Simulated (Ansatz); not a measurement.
VPt$_{2}$:
```cif
data_Pt4V2
_chemical_formula_sum 'V2 Pt4'
_space_group_name_H-M_alt 'Immm'
_space_group_IT_number 71
_space_group_name_Hall '-I 2 2'
_cell_length_a 2.68847
_cell_length_b 3.75899
_cell_length_c 8.24447
_cell_angle_alpha 90.000
_cell_angle_beta 90.000
_cell_angle_gamma 90.000
loop_
_atom_site_label
_atom_site_type_symbol
_atom_site_symmetry_multiplicity
_atom_site_Wyckoff_symbol
_atom_site_fract_x
_atom_site_fract_y
_atom_site_fract_z
_atom_site_occupancy
V1 V 2 a 0.00000 0.00000 0.00000 1
Pt1 Pt 4 i 0.00000 0.00000 0.33928 1
```
(The calculation used a cell of 3 atoms; values per cell refer to that cell.)

Relaxed at zero pressure with LDA in the plane-wave PAW code Ansatz.

Q: The volume is raised by 3 % and shape and atoms relax at that volume. What pressure results, and how do the axes share the change?

A: -8.1 GPa; a 1.0 %, b 0.9 %, c 1.1 %; the energy rises by 11 meV/atom.

Q: Give the new structure.

A: 
Space group Immm (No. 71); a = 2.7144 Å, b = 3.7916 Å, c = 8.3383 Å, α = β = γ = 90.00°

| atom | site | symmetry | x | y | z |
|---|---|---|---|---|---|
| V | 2a | mmm | 0.0000 | 0.0000 | 0.0000 |
| Pt | 4i | mm2 | 0.0000 | 0.0000 | 0.3396 |

The phase is kept; no other phase was compared at this pressure.

The workflow started from a Materials Project entry (that database holds measured and hypothetical structures alike); the Crystallography Open Database files this formula in space group No. 71, but the cells were not matched. Its standing as an ambient phase is unchecked. The LDA relaxation kept the symmetry of its start; whether a distortion lowers the energy is not shown. No spin polarisation was allowed. Axis ratios of metals converge slowly with the k-mesh, so a and c are less sure than the volume. Scalar-relativistic: spin–orbit coupling is off unless named, which matters more the heavier the elements.

Potentials: the later of the program's two PAW sets.
